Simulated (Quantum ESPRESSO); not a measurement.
Mg3TaTi2Mo2 (simulated cell), Mg3Ti2AgRu2 (simulated cell) (calculated)

Calculation on a made-up metal alloy cell, not a measurement: no spin or spin-orbit, unrelaxed, 2900 K smearing, stress positive in tension, cell energy less fitted offsets; periodic Kohn-Sham density functional theory in plane waves with PseudoDojo standard norm-conserving scalar-relativistic pseudopotentials, each functional with its own files (v0.5 for PBE, v0.4.1 for LDA and PBEsol), eight atoms on drawn sites of a strained close-packed or body-centred lattice, each displaced and held fixed; the energy is the cell's free energy, ions and the entropy term -TS included, at the stated Fermi-Dirac width, less a fixed offset for each atom's element (shifted free energy); compositions with an open d shell lost a parallel starting moment in a cheaper test run, and other magnetic orders were not tried; an error bar is the largest change of its kind in a tighter rerun, never given below 0.002 eV, 0.02 GPa or 0.003 eV/angstrom, and covers cutoff and k-mesh only, not smearing or the files. Program: Quantum ESPRESSO 7.5.

Settings shared by all entries: functional pbe; cutoff 1143 eV; fermi dirac smearing 0.25 eV; electrons removed 0; run command mpirun -np 4 pw.x -nk 4 -in in.

Notes on all entries: a spin test at this wide smearing found no moment, but such smearing suppresses magnetism that the real alloy may have; lattice, volume and sites are drawn at random and may be unstable or far from any real phase; energies are for the whole cell, less offsets fitted to these runs, so they are not formation energies.

(1) Mg3TaTi2Mo2 (simulated cell)

```
Mg3TaTi2Mo2
1.0
     -0.0004    -2.1123    -2.1598
      2.1404     4.1599    -2.0947
      8.5540    -4.1350     4.2314
Mg Mo Mg Mo Ti Ta
2 1 1 1 2 1
Direct
  0.01421 0.02288 0.00664
  -0.01596 0.00284 0.49851
  0.26960 0.50471 0.36751
  0.26079 0.49834 0.86752
  0.50888 -0.01136 0.24415
  0.48345 0.00839 0.75228
  0.75831 0.51438 0.12423
  0.77835 0.51447 0.62782
```

```
lattice type             : face-centred cubic
run processor            : AMD EPYC, Zen 5, virtual cores
k mesh                   : 8 x 5 x 3 shifted half a step off Gamma on each axis
entropy term negative ts : -1.97 eV
pressure                 : -6.02 GPa
stress xx                : 4.43 GPa
stress yy                : 6.8 GPa
stress zz                : 6.82 GPa
stress yz                : 2.1 GPa
stress xz                : -0.67 GPa
stress xy                : 1.17 GPa
shifted free energy      : 1.501 eV
```

Atoms:
```csv
atoms element,atom site,atom energy offset (eV)
Mg,1,-1616.19
Mg,2,-1616.19
Mo,3,-1911.95
Mg,4,-1616.19
Mo,5,-1911.95
Ti,6,-1615.4
Ti,7,-1615.4
Ta,8,-1771.44
```

Forces:
```csv
site,x (eV/Å),y (eV/Å),z (eV/Å)
1,-0.164,-0.218,0.204
2,-0.237,0.033,-0.295
3,-0.303,-0.013,0.023
4,0.456,0.126,-0.012
5,0.403,-0.138,0.286
6,-0.977,-0.042,-0.264
7,1.337,-0.388,0.351
8,-0.515,0.639,-0.293
```

Notes: heavy elements are run without spin-orbit coupling, which real alloys of them have; error bars: energy 0.0033 eV, stress 0.023 GPa, force 0.003 eV/Å, from a tighter rerun of a related cell, whose elements or sites may differ; 19 SCF iterations, 221 s of wall time on a shared machine.

(2) Mg3TaTi2Mo2 (simulated cell)

```
Mg3TaTi2Mo2
1.0
     -0.0004    -2.1123    -2.1598
      2.1404     4.1599    -2.0947
      8.5540    -4.1350     4.2314
Mo Mg Ta Mg Ti Mo Ti
1 1 1 2 1 1 1
Direct
  0.01421 0.02288 0.00664
  -0.01596 0.00284 0.49851
  0.26960 0.50471 0.36751
  0.26079 0.49834 0.86752
  0.50888 -0.01136 0.24415
  0.48345 0.00839 0.75228
  0.75831 0.51438 0.12423
  0.77835 0.51447 0.62782
```

```
lattice type             : face-centred cubic
run processor            : AMD EPYC, Zen 5, virtual cores
k mesh                   : 8 x 5 x 3 shifted half a step off Gamma on each axis
entropy term negative ts : -1.991 eV
pressure                 : -6.13 GPa
stress xx                : 5.82 GPa
stress yy                : 6.15 GPa
stress zz                : 6.41 GPa
stress yz                : 3.52 GPa
stress xz                : 1.19 GPa
stress xy                : -0.93 GPa
shifted free energy      : 1.615 eV
```

Atoms:
```csv
atoms element,atom site,atom energy offset (eV)
Mo,1,-1911.95
Mg,2,-1616.19
Ta,3,-1771.44
Mg,4,-1616.19
Mg,5,-1616.19
Ti,6,-1615.4
Mo,7,-1911.95
Ti,8,-1615.4
```

Forces:
```csv
site,x (eV/Å),y (eV/Å),z (eV/Å)
1,-0.372,0.063,0.008
2,0.117,-0.066,-0.12
3,-0.22,-0.034,0.185
4,1.04,0.073,0.042
5,0.093,0.427,-0.315
6,0.211,-0.649,0.35
7,-0.307,-0.402,0.196
8,-0.561,0.588,-0.346
```

Notes: heavy elements are run without spin-orbit coupling, which real alloys of them have; error bars: energy 0.0033 eV, stress 0.023 GPa, force 0.003 eV/Å, from a tighter rerun of a related cell, whose elements or sites may differ; 20 SCF iterations, 222 s of wall time on a shared machine.

(3) Mg3TaTi2Mo2 (simulated cell)

```
Mg3TaTi2Mo2
1.0
     -0.0004    -2.1123    -2.1598
      2.1404     4.1599    -2.0947
      8.5540    -4.1350     4.2314
Ti Ta Mg Mo Mg Ti Mg
1 1 1 2 1 1 1
Direct
  0.01421 0.02288 0.00664
  -0.01596 0.00284 0.49851
  0.26960 0.50471 0.36751
  0.26079 0.49834 0.86752
  0.50888 -0.01136 0.24415
  0.48345 0.00839 0.75228
  0.75831 0.51438 0.12423
  0.77835 0.51447 0.62782
```

```
lattice type             : face-centred cubic
run processor            : AMD EPYC, Zen 5, virtual cores
k mesh                   : 8 x 5 x 3 shifted half a step off Gamma on each axis
entropy term negative ts : -1.99 eV
pressure                 : -6.23 GPa
stress xx                : 4.88 GPa
stress yy                : 7.12 GPa
stress zz                : 6.69 GPa
stress yz                : 3.55 GPa
stress xz                : 0.58 GPa
stress xy                : -1.27 GPa
shifted free energy      : 1.673 eV
```

Atoms:
```csv
atoms element,atom site,atom energy offset (eV)
Ti,1,-1615.4
Ta,2,-1771.44
Mg,3,-1616.19
Mo,4,-1911.95
Mo,5,-1911.95
Mg,6,-1616.19
Ti,7,-1615.4
Mg,8,-1616.19
```

Forces:
```csv
site,x (eV/Å),y (eV/Å),z (eV/Å)
1,-0.244,-0.116,0.066
2,-1.01,0.667,-0.73
3,-0.032,-0.29,0.397
4,1.515,-0.591,0.609
5,0.342,0.111,-0.172
6,0.207,-0.125,-0.18
7,-0.533,0.386,-0.318
8,-0.245,-0.042,0.327
```

Notes: heavy elements are run without spin-orbit coupling, which real alloys of them have; error bars: energy 0.0033 eV, stress 0.023 GPa, force 0.003 eV/Å, from a tighter rerun of a related cell, whose elements or sites may differ; 21 SCF iterations, 226 s of wall time on a shared machine.

(4) Mg3TaTi2Mo2 (simulated cell)

```
Mg3TaTi2Mo2
1.0
     -0.0004    -2.1123    -2.1598
      2.1404     4.1599    -2.0947
      8.5540    -4.1350     4.2314
Mg Mo Mg Ti Ta Mo
1 1 2 2 1 1
Direct
  0.01421 0.02288 0.00664
  -0.01596 0.00284 0.49851
  0.26960 0.50471 0.36751
  0.26079 0.49834 0.86752
  0.50888 -0.01136 0.24415
  0.48345 0.00839 0.75228
  0.75831 0.51438 0.12423
  0.77835 0.51447 0.62782
```

```
lattice type             : face-centred cubic
run processor            : AMD EPYC, Zen 5, virtual cores
k mesh                   : 8 x 5 x 3 shifted half a step off Gamma on each axis
entropy term negative ts : -1.957 eV
pressure                 : -6.22 GPa
stress xx                : 4.27 GPa
stress yy                : 7.37 GPa
stress zz                : 7.01 GPa
stress yz                : 2.65 GPa
stress xz                : -1.02 GPa
stress xy                : 1.04 GPa
shifted free energy      : 1.747 eV
```

Atoms:
```csv
atoms element,atom site,atom energy offset (eV)
Mg,1,-1616.19
Mo,2,-1911.95
Mg,3,-1616.19
Mg,4,-1616.19
Ti,5,-1615.4
Ti,6,-1615.4
Ta,7,-1771.44
Mo,8,-1911.95
```

Forces:
```csv
site,x (eV/Å),y (eV/Å),z (eV/Å)
1,-0.387,-0.113,0.099
2,0.677,-0.251,0.202
3,0.546,-0.33,0.452
4,0.314,0.262,-0.094
5,0.567,-0.082,0.187
6,-1.609,0.413,-0.556
7,0.497,-0.13,-0.023
8,-0.606,0.232,-0.268
```

Notes: heavy elements are run without spin-orbit coupling, which real alloys of them have; error bars: energy 0.0033 eV, stress 0.023 GPa, force 0.003 eV/Å, from a tighter rerun of a related cell, whose elements or sites may differ; 18 SCF iterations, 208 s of wall time on a shared machine.

(5) Mg3Ti2AgRu2 (simulated cell)

```
Mg3Ti2AgRu2
1.0
     -0.0088     0.0236     4.8405
      6.0263     0.0224    -0.0110
     -2.9938     5.2152     0.0312
Ti Mg Ru Ti Ru Mg Ag
1 2 1 1 1 1 1
Direct
  -0.01189 0.01293 0.02236
  0.00339 0.00205 0.49787
  -0.01598 0.52207 -0.00315
  0.00979 0.50026 0.50032
  0.48449 0.18130 0.33376
  0.49260 0.14201 0.82089
  0.49903 0.66135 0.33082
  0.50411 0.65496 0.81564
```

```
lattice type             : hexagonal close-packed
run processor            : Intel Xeon, 2023 or later, virtual cores
k mesh                   : 5 x 5 x 5 shifted half a step off Gamma on each axis
entropy term negative ts : -1.716 eV
pressure                 : -9.8 GPa
stress xx                : 7.88 GPa
stress yy                : 11.01 GPa
stress zz                : 10.52 GPa
stress yz                : 0.23 GPa
stress xz                : -0.65 GPa
stress xy                : 0.75 GPa
shifted free energy      : 0.351 eV
```

Atoms:
```csv
atoms element,atom site,atom energy offset (eV)
Ti,1,-1615.4
Mg,2,-1616.19
Mg,3,-1616.19
Ru,4,-2750.51
Ti,5,-1615.4
Ru,6,-2750.51
Mg,7,-1616.19
Ag,8,-4218.03
```

Forces:
```csv
site,x (eV/Å),y (eV/Å),z (eV/Å)
1,1.62,-0.833,0.09
2,-0.086,0.87,-0.259
3,-0.899,-0.509,0.294
4,-0.829,-1.02,0.009
5,0.55,0.314,0.102
6,-0.338,0.651,-0.002
7,-0.051,0.174,-0.072
8,0.033,0.354,-0.162
```

Notes: error bars: energy 0.0046 eV, stress 0.034 GPa, force 0.0065 eV/Å, from a tighter rerun of a related cell, whose elements or sites may differ; 17 SCF iterations, 242 s of wall time on a shared machine.

(6) Mg3Ti2AgRu2 (simulated cell)

```
Mg3Ti2AgRu2
1.0
     -0.0088     0.0236     4.8405
      6.0263     0.0224    -0.0110
     -2.9938     5.2152     0.0312
Mg Ti Mg Ru Ag Mg Ru
1 2 1 1 1 1 1
Direct
  -0.01189 0.01293 0.02236
  0.00339 0.00205 0.49787
  -0.01598 0.52207 -0.00315
  0.00979 0.50026 0.50032
  0.48449 0.18130 0.33376
  0.49260 0.14201 0.82089
  0.49903 0.66135 0.33082
  0.50411 0.65496 0.81564
```

```
lattice type             : hexagonal close-packed
run processor            : Intel Xeon, 2023 or later, virtual cores
k mesh                   : 5 x 5 x 5 shifted half a step off Gamma on each axis
entropy term negative ts : -1.916 eV
pressure                 : -9.25 GPa
stress xx                : 7.54 GPa
stress yy                : 7.19 GPa
stress zz                : 13.02 GPa
stress yz                : 0.61 GPa
stress xz                : 0.05504 GPa
stress xy                : 0.34 GPa
shifted free energy      : 1.035 eV
```

Atoms:
```csv
atoms element,atom site,atom energy offset (eV)
Mg,1,-1616.19
Ti,2,-1615.4
Ti,3,-1615.4
Mg,4,-1616.19
Ru,5,-2750.51
Ag,6,-4218.03
Mg,7,-1616.19
Ru,8,-2750.51
```

Forces:
```csv
site,x (eV/Å),y (eV/Å),z (eV/Å)
1,0.11,-0.439,0.027
2,0.998,-0.132,-0.015
3,0.297,-0.666,0.18
4,-0.032,0.159,-0.262
5,-0.866,0.8,-0.02
6,0.325,0.151,0.024
7,0.156,-0.182,-0.024
8,-0.989,0.308,0.09
```

Notes: error bars: energy 0.0046 eV, stress 0.034 GPa, force 0.0065 eV/Å, from a tighter rerun of a related cell, whose elements or sites may differ; 16 SCF iterations, 231 s of wall time on a shared machine.

(7) Mg3Ti2AgRu2 (simulated cell)

```
Mg3Ti2AgRu2
1.0
     -0.0088     0.0236     4.8405
      6.0263     0.0224    -0.0110
     -2.9938     5.2152     0.0312
Mg Ti Ru Mg Ti Ag
1 1 2 2 1 1
Direct
  -0.01189 0.01293 0.02236
  0.00339 0.00205 0.49787
  -0.01598 0.52207 -0.00315
  0.00979 0.50026 0.50032
  0.48449 0.18130 0.33376
  0.49260 0.14201 0.82089
  0.49903 0.66135 0.33082
  0.50411 0.65496 0.81564
```

```
lattice type             : hexagonal close-packed
run processor            : Intel Xeon, 2023 or later, virtual cores
k mesh                   : 5 x 5 x 5 shifted half a step off Gamma on each axis
entropy term negative ts : -1.819 eV
pressure                 : -9.22 GPa
stress xx                : 11.66 GPa
stress yy                : 8.01 GPa
stress zz                : 8 GPa
stress yz                : -0.64 GPa
stress xz                : 0.24 GPa
stress xy                : 3.22 GPa
shifted free energy      : 0.784 eV
```

Atoms:
```csv
atoms element,atom site,atom energy offset (eV)
Mg,1,-1616.19
Ti,2,-1615.4
Ru,3,-2750.51
Ru,4,-2750.51
Mg,5,-1616.19
Mg,6,-1616.19
Ti,7,-1615.4
Ag,8,-4218.03
```

Forces:
```csv
site,x (eV/Å),y (eV/Å),z (eV/Å)
1,0.048,-0.55,0.063
2,-0.277,-0.137,-0.312
3,-0.438,0.345,0.136
4,0.16,0.057,-0.125
5,-0.234,0.686,0.307
6,0.983,0.104,0.048
7,-0.217,-0.771,0.049
8,-0.026,0.267,-0.166
```

Notes: error bars: energy 0.0046 eV, stress 0.034 GPa, force 0.0065 eV/Å, from a tighter rerun of a related cell, whose elements or sites may differ; 16 SCF iterations, 234 s of wall time on a shared machine.

(8) Mg3Ti2AgRu2 (simulated cell)

```
Mg3Ti2AgRu2
1.0
     -0.0088     0.0236     4.8405
      6.0263     0.0224    -0.0110
     -2.9938     5.2152     0.0312
Mg Ru Ti Mg Ti Mg Ag
1 2 1 1 1 1 1
Direct
  -0.01189 0.01293 0.02236
  0.00339 0.00205 0.49787
  -0.01598 0.52207 -0.00315
  0.00979 0.50026 0.50032
  0.48449 0.18130 0.33376
  0.49260 0.14201 0.82089
  0.49903 0.66135 0.33082
  0.50411 0.65496 0.81564
```

```
lattice type             : hexagonal close-packed
run processor            : Intel Xeon, 2023 or later, virtual cores
k mesh                   : 5 x 5 x 5 shifted half a step off Gamma on each axis
entropy term negative ts : -1.85 eV
pressure                 : -9.71 GPa
stress xx                : 10.97 GPa
stress yy                : 9.98 GPa
stress zz                : 8.18 GPa
stress yz                : 0.61 GPa
stress xz                : 0.36 GPa
stress xy                : -0.15 GPa
shifted free energy      : 0.703 eV
```

Atoms:
```csv
atoms element,atom site,atom energy offset (eV)
Mg,1,-1616.19
Ru,2,-2750.51
Ru,3,-2750.51
Ti,4,-1615.4
Mg,5,-1616.19
Ti,6,-1615.4
Mg,7,-1616.19
Ag,8,-4218.03
```

Forces:
```csv
site,x (eV/Å),y (eV/Å),z (eV/Å)
1,-0.259,-0.572,0.078
2,-0.041,0.445,-0.098
3,-0.926,0.074,0.319
4,0.114,0.898,-0.527
5,-1.122,0.36,0.347
6,1.458,-0.739,-0.044
7,0.775,-0.653,0.084
8,0.002,0.185,-0.159
```

Notes: error bars: energy 0.0046 eV, stress 0.034 GPa, force 0.0065 eV/Å, from a tighter rerun of this cell; 15 SCF iterations, 205 s of wall time on a shared machine.

(9) Mg3Ti2AgRu2 (simulated cell)

```
Mg3Ti2AgRu2
1.0
     -0.0088     0.0236     4.8405
      6.0263     0.0224    -0.0110
     -2.9938     5.2152     0.0312
Ag Ti Mg Ru Mg Ti Ru Mg
1 1 1 1 1 1 1 1
Direct
  -0.01189 0.01293 0.02236
  0.00339 0.00205 0.49787
  -0.01598 0.52207 -0.00315
  0.00979 0.50026 0.50032
  0.48449 0.18130 0.33376
  0.49260 0.14201 0.82089
  0.49903 0.66135 0.33082
  0.50411 0.65496 0.81564
```

```
lattice type             : hexagonal close-packed
run processor            : Intel Xeon, 2023 or later, virtual cores
k mesh                   : 5 x 5 x 5 shifted half a step off Gamma on each axis
entropy term negative ts : -1.941 eV
pressure                 : -9.6 GPa
stress xx                : 11.37 GPa
stress yy                : 8.04 GPa
stress zz                : 9.4 GPa
stress yz                : -0.08986 GPa
stress xz                : 0.06996 GPa
stress xy                : 1.53 GPa
shifted free energy      : 0.675 eV
```

Atoms:
```csv
atoms element,atom site,atom energy offset (eV)
Ag,1,-4218.03
Ti,2,-1615.4
Mg,3,-1616.19
Ru,4,-2750.51
Mg,5,-1616.19
Ti,6,-1615.4
Ru,7,-2750.51
Mg,8,-1616.19
```

Forces:
```csv
site,x (eV/Å),y (eV/Å),z (eV/Å)
1,0.298,-0.485,0.056
2,-0.777,0.024,-0.224
3,-0.643,0.256,0.329
4,0.331,-0.152,-0.135
5,-0.078,0.034,0.364
6,0.409,-0.478,-0.034
7,0.44,0.811,-0.157
8,0.021,-0.01,-0.198
```

Notes: error bars: energy 0.0046 eV, stress 0.034 GPa, force 0.0065 eV/Å, from a tighter rerun of a related cell, whose elements or sites may differ; 15 SCF iterations, 209 s of wall time on a shared machine.

(10) Mg3Ti2AgRu2 (simulated cell)

```
Mg3Ti2AgRu2
1.0
     -0.0088     0.0236     4.8405
      6.0263     0.0224    -0.0110
     -2.9938     5.2152     0.0312
Mg Ti Ag Mg Ru Ti Mg
1 1 1 1 2 1 1
Direct
  -0.01189 0.01293 0.02236
  0.00339 0.00205 0.49787
  -0.01598 0.52207 -0.00315
  0.00979 0.50026 0.50032
  0.48449 0.18130 0.33376
  0.49260 0.14201 0.82089
  0.49903 0.66135 0.33082
  0.50411 0.65496 0.81564
```

```
lattice type  : hexagonal close-packed
run processor : Intel Xeon, 2023 or later, virtual cores
k mesh        : 5 x 5 x 5 shifted half a step off Gamma on each axis
```

Atoms:
```csv
atoms element,atom site,atom energy offset (eV)
Mg,1,-1616.19
Ti,2,-1615.4
Ag,3,-4218.03
Mg,4,-1616.19
Ru,5,-2750.51
Ru,6,-2750.51
Ti,7,-1615.4
Mg,8,-1616.19
```

Notes: error bars: energy 0.0046 eV, stress 0.034 GPa, force 0.0065 eV/Å, from a tighter rerun of a related cell, whose elements or sites may differ; 16 SCF iterations, 222 s of wall time on a shared machine.

Question: Mg3Ti2AgRu2 (simulated cell) (entry 10): pressure?
Answer: -9.96 GPa

Question: Estimate the stress xz of Mg3Ti2AgRu2 (simulated cell) (entry 10).
Answer: 0.26 GPa

Further results for Mg3Ti2AgRu2 (simulated cell) (entry 10):

```
entropy term negative ts : -1.806 eV
stress xx                : 10.79 GPa
stress yy                : 8.9 GPa
stress zz                : 10.2 GPa
stress yz                : 0.08444 GPa
stress xy                : 1.94 GPa
shifted free energy      : 0.217 eV
```

Forces:
```csv
site,x (eV/Å),y (eV/Å),z (eV/Å)
1,0.675,-0.235,0.083
2,0.573,0.942,0.101
3,-0.611,0.153,0.23
4,-0.231,-0.414,-0.242
5,-0.058,-0.214,0.061
6,-0.121,-0.571,-0.031
7,0.021,-0.081,0.003
8,-0.247,0.421,-0.205
```
